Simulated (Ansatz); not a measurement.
RhPb in space group P6/mmm (No. 191; Rh on 3f, Pb on 2d, Pb on 1a) under volume change, LDA in the plane-wave PAW code Ansatz, shape and atoms relaxed at each volume.

```csv
V (Å³/atom),E − E(relaxed) (meV/atom),P (GPa)
18.252,86.7,16.98
18.853,36.0,10.23
19.455,8.4,4.64
20.057,0.0,-0.01
20.659,7.5,-3.85
21.260,28.1,-7.04
21.862,59.6,-9.67
```

What does a third-order Birch–Murnaghan fit give for V₀, B₀ and B′?

V₀ = 20.06 Å³/atom, B₀ = 141 GPa, B′ = 5.2.

The first step of the workflow began from a Materials Project structure, measured or hypothetical; the Crystallography Open Database files this formula in space group No. 191, but the cells were not matched. Whether it is the stable phase at ambient conditions was not checked. The cell was relaxed with LDA under the symmetry of its start. At this level the phase is dynamically unstable (imaginary phonons). The run is not spin-polarised. Spin–orbit coupling is left out wherever it is not named.

Potentials: the later of the program's two PAW sets.
